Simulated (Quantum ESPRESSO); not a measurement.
```xyz
10
Lattice="2.6814 1.5481 4.3641 -2.6814 1.5481 4.3641 0.0000 -3.0962 4.3641" Properties=species:S:1:pos:R:3 pbc="T T T"
O      1.4258    -0.6267     7.6372
O     -1.4258     0.6267     5.4552
O     -0.1702     1.5481     7.6372
O      0.1702    -1.5481     5.4552
O     -1.2556    -0.9214     7.6372
O      1.2556     0.9214     5.4552
Al     0.0000     0.0000     0.0000
Al     0.0000     0.0000     6.5462
La     0.0000     0.0000     3.2731
La     0.0000     0.0000     9.8193
```

The geometry is that of Materials Project entry mp-2920, symmetrised and not relaxed again.

Q: What does PBEsol (Quantum ESPRESSO, PseudoDojo norm-conserving, 110 Ry, scalar-relativistic) give for the electronic structure near the Fermi level?

A: The PBEsol gap is indirect, 3.84 eV, from F to Γ; the smallest direct gap is 3.89 eV. The 4f states are in the valence at their DFT position.
